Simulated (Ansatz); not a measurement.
# LiGaSi2O6 — field gradients at the nuclei

The cell is a Materials Project structure (computed, not necessarily an observed phase), atoms as given.

Space group C2/c (No. 15); a = 9.7376, b = 8.7101, c = 5.3400 Å, β = 110.82°.

```csv
site,Wyckoff,site symmetry,x,y,z
Li,4e,2,0.5000,0.2415,0.7500
Ga,4e,2,0.5000,0.6014,0.7500
Si,8f,1,0.2965,0.9094,0.7624
O9,8f,1,0.6446,0.0005,0.9486
O13,8f,1,0.1139,0.0844,0.1440
O14,8f,1,0.6325,0.2598,0.1715
```

One atom of each set is listed; the run and its k-mesh use a cell of 20 atoms with edges of 6.53, 6.53, 5.34 Å.

Computed with Ansatz: DFT, PBE, plane waves and PAW, scalar-relativistic, 420 eV cutoff, Γ-centred 4×4×5 k-points, Fermi–Dirac smearing 0.02 eV.

Conventions: |V_zz| ≥ |V_yy| ≥ |V_xx|, η = (V_xx − V_yy)/V_zz, C_Q = eQV_zz/h.

Li-7: I = 3/2, Q = -40.10 mb; ⁷¹Ga: I = 3/2, Q = 107.0 mb; ¹⁷O: I = 5/2, Q = -25.58 mb. Quadrupole moments are those of Pyykkö's year-2017 table.

(1) Give the quadrupolar parameters of the distinct sites.

## Answers

(1) 

```tsv
site	atoms	first shell	V_xx, V_yy, V_zz (10²¹ V/m²)	η	C_Q (MHz)
Li	2	6 O at 2.07–2.54 Å	0.033, 0.080, -0.11	0.41	0.109
Ga	2	6 O at 1.92–2.15 Å	-0.33, -1.21, 1.54	0.57	3.98
Si	4	4 O at 1.61–1.66 Å	0.68, 1.70, -2.37	0.43	–
O9	4	2 Si at 1.64 Å, angle 142°; also 2 Li at 2.54–3.26 Å	-3.81, -5.19, 9.00	0.15	-5.56
O13	4	1 Si at 1.66 Å, 2 Ga at 2.01–2.15 Å, 1 Li at 2.07 Å	1.06, 5.19, -6.26	0.66	3.87
O14	4	1 Si at 1.61 Å, 1 Ga at 1.92 Å; also 1 Li at 2.17 Å	-3.46, -4.86, 8.32	0.17	-5.15
```

At O9 and O14 V_zz runs parallel to the line that joins its two neighbours (within 3°) in each case.

Si has no stable isotope with a ground-state quadrupole moment in the table, so no C_Q is given.

With these PAW files V_zz is typically within 2 to 3 % of all-electron values, but misses above 10 % occur on Li.
